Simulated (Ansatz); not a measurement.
Ansatz (an electronic-structure program) input:

Ansatz 0.2 input:
```yaml
crystal:
  lattice:
    - [-4.4693280546, 4.4693280546, 2.6157552343]
    - [4.4693280546, -4.4693280546, 2.6157552343]
    - [4.4693280546, 4.4693280546, -2.6157552343]
  atoms:
    - { symbol: Si, position: [0.1769633765, 0.1769633765, 0.3539267529] }
    - { symbol: Si, position: [0.8230366235, 0.8230366235, 0.6460732471] }
    - { symbol: Si, position: [0.1769633765, 0.8230366235, 0.0] }
    - { symbol: Si, position: [0.8230366235, 0.1769633765, 0.0] }
    - { symbol: O, position: [0.5, 0.5, 0.5] }
    - { symbol: O, position: [0.5, 0.0, 0.0] }
    - { symbol: O, position: [0.0, 0.0, 0.5] }
    - { symbol: O, position: [0.0, 0.5, 0.0] }
    - { symbol: O, position: [0.0, 0.2088420207, 0.2088420207] }
    - { symbol: O, position: [0.0, 0.7911579793, 0.7911579793] }
    - { symbol: O, position: [0.2088420207, 0.0, 0.2088420207] }
    - { symbol: O, position: [0.7911579793, 0.0, 0.7911579793] }
kpoints:
  mp_grid: { grid: [6, 6, 6] }
hamiltonian:
  xc: r2scan
  pseudopotentials: { kind: paw }
scf:
  occupations: { method: fixed }
phonons:
  method: dfpt
  response_accuracy: low
  eigenvectors: true
  rigid_motions: translations
  dielectric: true
  raman: true
```

Output (shortened):

```
zone centre: on kpoints.mp_grid the ground state, and the responses unless they are solved on pairs of k-points, stand on 112 of the mesh's 216 k-points, …
Pseudopotentials: kind: paw
Pseudopotential: Si, paw, valence charge 4
Pseudopotential: O, paw, valence charge 6
Functional definition: r2SCAN
Crystal: 12 atoms, lattice volume = 208.998 Å³
Basis set: ecut = 500 eV, 5317 PW (Γ), exchange–correlation on 250×250×250 points (125 copies of the dense FFT grid, shifted against one another)
Bands: 44, of which v1, the nominal top of the filled ones, is band 32 counted from 1 (31 counted from 0)
Symmetry: 16 space group operations
k-points: 112 of 216 (irreducible under 1 space group operation, time reversal used)
PAW frozen core: Si, regenerated for the run's functional
PAW frozen core: O, regenerated for the run's functional
Initial wavefunctions: pseudopotential atomic-orbital guess
Eigensolver: davidson
Functional: x = r2scan, c = r2scan; τ floored in thin density (d = 2e-4 eV/Å³)
all-band conjugate gradients solve this SCF's bands
SCF 1 converged in 10 iterations: F = -7120.119771 eV  dr2 = 4.12e-12
── the response to a field inside a basis, on 6×6×6 k-points: an SCF that follows is theirs, and a resumed run solves both again ──
Crystal: 12 atoms, lattice volume = 208.998 Å³
Bands: 33, of which v1, the nominal top of the filled ones, is band 32 counted from 1 (31 counted from 0)
k-points: 28 of 216
Initial density: handed on by an earlier stage of this run
Initial wavefunctions: pseudopotential atomic-orbital guess (no wavefunctions were taken with the density)
Eigensolver: Dense (28 Hₖ)
all-band conjugate gradients don't solve this SCF's bands (scf.eigensolver.kind)
SCF 1 converged in 8 iterations: F = -7119.856037 eV  dr2 = 2.65e-11
SCF converged after 10 iterations
Free energy (F): -7120.119771 eV
Harris-Foulkes:  -7120.119771 eV  (|F-HF|=9.09e-12)
Internal energy: -7120.119771 eV  (E = F + TS)
E sigma→0 (E₀):  -7120.119771 eV
Fermi energy:    -0.455698 eV
--- Per-component energies (eV) ---
  E_band       = -498.410851
  E_kinetic    = 1622.322983
  E_local      = -5500.046950  (includes V_loc(G=0)·N_el)
  E_nonlocal   = 471.987822
  E_hartree    = 2109.304250
  E_xc         = -799.358252
  E_vxc        = -1058.502728  (∫ρ·V_xc dr)
  E_paw        = -3368.845998  (= ΣΔE_a)
  E_vpaw       = -319.800429  (= ΣTr[D̂ρ^β])
  E_aug_tail   = 0.008523  (compensation charges beyond the density's cutoff)
  E_vtau       = 67.011381  (kinetic-family band-sum trace: ∫τ·v_τ [+ j·A + Jᵃ·Aᵃ] dr)
  E_ewald      = -1654.930892
  E_core_change = -0.561259  (= ΣΔE_core)
  E_smearing   =  0.000000  (= −TS)
  E_closure    = 0.000000  (closes the sum)
  Σ components = -7120.119771   (vs F -7120.119771, Δ=0.00e0)
--- Band table (eV; the first three rows and the last of 112) ---
  k-point 0: bands = ["-20.9124", "-20.0430", "-19.5178", "-19.5178", "-18.9336", "-18.9048", "-18.9048", "-18.8944", "-9.5249", "-9.5249", "-7.9558", "-6.5217", "-6.3298", "-6.3298", "-5.9880", "-5.9487", "-3.8295", "-3.2437", "-3.2437", "-3.1126", …
  k-point 1: bands = ["-20.8772", "-20.1505", "-19.5159", "-19.4465", "-18.9272", "-18.9048", "-18.9048", "-18.8970", "-9.6244", "-9.5158", "-7.7968", "-6.4885", "-6.3729", "-6.3168", "-6.0263", "-5.9836", "-3.8221", "-3.2057", "-3.2038", "-3.0974", …
  k-point 2: bands = ["-20.7787", "-20.3527", "-19.5119", "-19.3471", "-18.9120", "-18.9049", "-18.9048", "-18.9022", "-9.7893", "-9.4974", "-7.4830", "-6.4879", "-6.3963", "-6.2785", "-6.1286", "-6.0653", "-3.7981", "-3.1139", "-3.0972", "-3.0571", …
  k-point 111: bands = ["-20.4882", "-20.4882", "-20.0831", "-18.9157", "-18.9154", "-18.8962", "-18.8962", "-18.8943", "-10.5724", "-8.4315", "-7.0902", "-7.0902", "-6.4657", "-6.2565", "-6.2565", "-5.9406", "-3.8357", "-3.4548", "-3.1689", "-2.9961", …
  band table: 44 of 44 bands, residual norms ≤ 1.0e-3 eV
--- Phonons (Γ-DFPT): 7 representative perturbations + reference, on 112 of 216 k-points (Σ response iterations 46) ---
  k mesh reduced under 1 symmetry operation, with k and −k counted as one. Each operation leaves every solved perturbation unchanged …
  ASR residual: 1.665e-3 → 0.000e0 eV/Å²; symmetrization residual: 1.150e-4 eV/Å²
  ASR residual per site (eV/Å²): 7.57e-4 7.57e-4 7.57e-4 7.57e-4 6.78e-4 6.78e-4 6.78e-4 6.78e-4 1.67e-3 1.67e-3 1.67e-3 1.67e-3
  Γ frequencies (cm⁻¹): -84.90 -74.93 -57.98 0.00 0.00 0.00 90.87 259.19 283.55 283.55 288.52 288.52 320.37 334.75 334.75 339.95 366.41 431.59 431.59 438.08 450.17 548.23 690.17 690.17 768.58 768.58 775.10 777.27 1120.01 1120.21 1120.21 1140.84 1142.82 1238.40 1247.17 1247.17
  ε∞ (high-frequency dielectric tensor):
        1.965930     0.000000     0.000000
        0.000000     1.965930     0.000000
        0.000000     0.000000     1.973180
  ε⁰ (static dielectric tensor): not given — an optical mode at Γ is not stable, and the ionic part, a sum over the modes at Γ, is formed only where all of …
  softest optical mode at Γ: -84.90 cm⁻¹; the repairs (sum rule, projections) moved no ω² at Γ by more than (10.01 cm⁻¹)²
  Born effective charges Z* (e; rows j = field, columns β = displacement):
    site 0:
         3.40567    0.29866    0.00000
         0.29866    3.40567    0.00000
         0.00000    0.00000    3.44666
    site 1:
         3.40567    0.29866    0.00000
         0.29866    3.40567    0.00000
         0.00000    0.00000    3.44666
    site 2:
         3.40567   -0.29866    0.00000
        -0.29866    3.40567    0.00000
         0.00000    0.00000    3.44666
    site 3:
         3.40567   -0.29866    0.00000
        -0.29866    3.40567    0.00000
         0.00000    0.00000    3.44666
    site 4:
        -1.37703   -0.44684   -0.74353
        -0.44684   -1.37703   -0.74353
        -0.71374   -0.71374   -2.44396
    site 5:
        -1.37703    0.44684    0.74353
         0.44684   -1.37703   -0.74353
         0.71374   -0.71374   -2.44396
    site 6:
        -1.37703   -0.44684    0.74353
        -0.44684   -1.37703    0.74353
         0.71374    0.71374   -2.44396
    site 7:
        -1.37703    0.44684   -0.74353
         0.44684   -1.37703    0.74353
        -0.71374    0.71374   -2.44396
    site 8:
        -1.08181    0.00000    0.00000
         0.00000   -2.97547    0.00000
         0.00000    0.00000   -1.00270
    site 9:
        -1.08181    0.00000    0.00000
         0.00000   -2.97547    0.00000
         0.00000    0.00000   -1.00270
    site 10:
        -2.97547    0.00000    0.00000
         0.00000   -1.08181    0.00000
         0.00000    0.00000   -1.00270
    site 11:
        -2.97547    0.00000    0.00000
         0.00000   -1.08181    0.00000
         0.00000    0.00000   -1.00270
  Z* charge neutrality: 2.827e-4 e pre-enforcement
  k-mesh period / interband length: 31.4 Å / 0.99 Å = 31.68 at k = (0.0000, 0.0000, 0.0000), direct gap 6.079 eV — 14 or more, which is no proof of convergence
  Raman tensors (in the event stream and the table raman_tensors.tsv) …
  optical modes at Γ without the LO–TO term, one row a degenerate level:
      ω (cm⁻¹)  modes    IR ((D/Å)²/amu)  static Raman (Å⁴/amu)  depolarisation
        -84.90      1             0.0046                 0.0000               —
        -74.93      1             0.0000                 0.0000               —
        -57.98      1             0.0000                 0.0000               —
         90.87      1             0.0000                 0.2939           0.750
        259.19      1             0.0000                 0.0000               —
        283.55      2             0.0171                 0.0000               —
        288.52      2             0.0000                 0.1226           0.750
        320.37      1             0.0000                 0.0000               —
        334.75      2             0.7420                 0.0000               —
        339.95      1             0.0000                 0.0000               —
        366.41      1             0.0000                 0.0000               —
        431.59      2            34.8046                 0.0000               —
        438.08      1            18.5764                 0.0000               —
        450.17      1             0.0000                 6.6736           0.046
        548.23      1             0.0000                 0.0010           0.750
        690.17      2             2.7544                 0.0000               —
        768.58      2             0.0000                 0.4644           0.750
        775.10      1             0.0000                 0.3718           0.750
        777.27      1             0.0000                 0.4824           0.734
       1120.01      1             0.0000                 0.0000               —
       1120.21      2           126.3410                 0.0000               —
       1140.84      1             0.0000                 0.0000               —
       1142.82      1            66.5815                 0.0000               —
       1238.40      1             0.0000                 1.4357           0.750
       1247.17      2             0.5228                 0.0000               —
  optical modes at Γ + LO–TO along q̂ = [1.0000, 0.0000, 0.0000]:
      ω (cm⁻¹)  modes    IR ((D/Å)²/amu)  static Raman (Å⁴/amu)  depolarisation
        -84.90      1             0.0046                 0.0000               —
        -74.93      1             0.0000                 0.0000               —
        -57.98      1             0.0000                 0.0000               —
         90.87      1             0.0000                 0.2939           0.750
        259.19      1             0.0000                 0.0000               —
        283.55      1             0.0085                 0.0000               —
        283.58      1             0.0017                 0.0000               —
        288.52      2             0.0000                 0.1226           0.750
        320.37      1             0.0000                 0.0000               —
        334.75      1             0.3710                 0.0000               —
        335.88      1             0.0574                 0.0000               —
        339.95      1             0.0000                 0.0000               —
        366.41      1             0.0000                 0.0000               —
        431.59      1            17.4023                 0.0000               —
        438.08      1            18.5764                 0.0000               —
        450.17      1             0.0000                 6.6736           0.046
        503.34      1             9.3316                 0.0000               —
        548.23      1             0.0000                 0.0010           0.750
        690.17      1             1.3772                 0.0000               —
        694.80      1             1.0958                 0.0000               —
        768.58      2             0.0000                 0.4644           0.750
        775.10      1             0.0000                 0.3718           0.750
        777.27      1             0.0000                 0.4824           0.734
       1120.01      1             0.0000                 0.0000               —
       1120.21      1            63.1705                 0.0000               —
       1140.84      1             0.0000                 0.0000               —
       1142.82      1            66.5815                 0.0000               —
       1238.40      1             0.0000                 1.4357           0.750
       1244.33      1             6.2279                 0.0000               —
       1247.17      1             0.2614                 0.0000               —
       1271.38      1            65.8764                 0.0000               —
  optical modes at Γ + LO–TO along q̂ = [0.0000, 1.0000, 0.0000]:
      ω (cm⁻¹)  modes    IR ((D/Å)²/amu)  static Raman (Å⁴/amu)  depolarisation
        -84.90      1             0.0046                 0.0000               —
        -74.93      1             0.0000                 0.0000               —
        -57.98      1             0.0000                 0.0000               —
         90.87      1             0.0000                 0.2939           0.750
        259.19      1             0.0000                 0.0000               —
        283.55      1             0.0085                 0.0000               —
        283.58      1             0.0017                 0.0000               —
        288.52      2             0.0000                 0.1226           0.750
        320.37      1             0.0000                 0.0000               —
        334.75      1             0.3710                 0.0000               —
        335.88      1             0.0574                 0.0000               —
        339.95      1             0.0000                 0.0000               —
        366.41      1             0.0000                 0.0000               —
        431.59      1            17.4023                 0.0000               —
        438.08      1            18.5764                 0.0000               —
        450.17      1             0.0000                 6.6736           0.046
        503.34      1             9.3316                 0.0000               —
        548.23      1             0.0000                 0.0010           0.750
        690.17      1             1.3772                 0.0000               —
        694.80      1             1.0958                 0.0000               —
        768.58      2             0.0000                 0.4644           0.750
        775.10      1             0.0000                 0.3718           0.750
        777.27      1             0.0000                 0.4824           0.734
       1120.01      1             0.0000                 0.0000               —
       1120.21      1            63.1705                 0.0000               —
       1140.84      1             0.0000                 0.0000               —
       1142.82      1            66.5815                 0.0000               —
       1238.40      1             0.0000                 1.4357           0.750
       1244.33      1             6.2279                 0.0000               —
       1247.17      1             0.2614                 0.0000               —
       1271.38      1            65.8764                 0.0000               —
  optical modes at Γ + LO–TO along q̂ = [0.0000, 0.0000, 1.0000]:
      ω (cm⁻¹)  modes    IR ((D/Å)²/amu)  static Raman (Å⁴/amu)  depolarisation
        -84.82      1             0.0015                 0.0000               —
        -74.93      1             0.0000                 0.0000               —
        -57.98      1             0.0000                 0.0000               —
         90.87      1             0.0000                 0.2939           0.750
        259.19      1             0.0000                 0.0000               —
        283.55      2             0.0171                 0.0000               —
        288.52      2             0.0000                 0.1226           0.750
        320.37      1             0.0000                 0.0000               —
        334.75      2             0.7420                 0.0000               —
        339.95      1             0.0000                 0.0000               —
        366.41      1             0.0000                 0.0000               —
        431.59      2            34.8046                 0.0000               —
        450.17      1             0.0000                 6.6736           0.046
        513.93      1            10.3173                 0.0000               —
        548.23      1             0.0000                 0.0010           0.750
        690.17      2             2.7544                 0.0000               —
        768.58      2             0.0000                 0.4644           0.750
        775.10      1             0.0000                 0.3718           0.750
        777.27      1             0.0000                 0.4824           0.734
       1120.01      1             0.0000                 0.0000               —
       1120.21      2           126.3410                 0.0000               —
       1140.84      1             0.0000                 0.0000               —
       1238.40      1             0.0000                 1.4357           0.750
       1247.17      2             0.5228                 0.0000               —
       1293.93      1            74.8437                 0.0000               —
```

Cost: around 90 core-minutes (rough) on shared cores.

Space group I4/mmm. The workflow started from a Materials Project entry (that database holds measured and hypothetical structures alike); the Crystallography Open Database copy checked does not list it. It is not the phase usual at ambient conditions (space group No. 92, 152, 154). Symmetry was held in the r²SCAN relaxation. At this level the phase is dynamically unstable (imaginary phonons).

Potentials: the later of the program's two PAW sets.

Ansatz is a plane-wave DFT program.
